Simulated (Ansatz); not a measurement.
# Equation of state of indium, dhcp

Computed with DFT, LDA (PW92), plane waves (420 eV) with PAW, scalar-relativistic (Ansatz). (PAW data from PBE, frozen cores regenerated.)

The cell is scaled uniformly from the relaxed one, with fractional coordinates and shape fixed. Energies are extrapolated to zero smearing, pressures are those at the given smearing. Magnetic state: spin not included.

```tsv
V (Å³/atom)	E − E₀ (meV/atom)	P (GPa)
21.669	71.4	8.82
22.654	29.0	5.15
23.639	6.6	2.28
24.624	0.0	0.03
25.609	5.7	-1.73
26.594	21.0	-3.10
27.579	43.9	-4.17
```

Fit a third-order Birch-Murnaghan equation.

V₀ = 24.62 Å³/atom, B₀ = 50 GPa, B₀′ = 5.1.
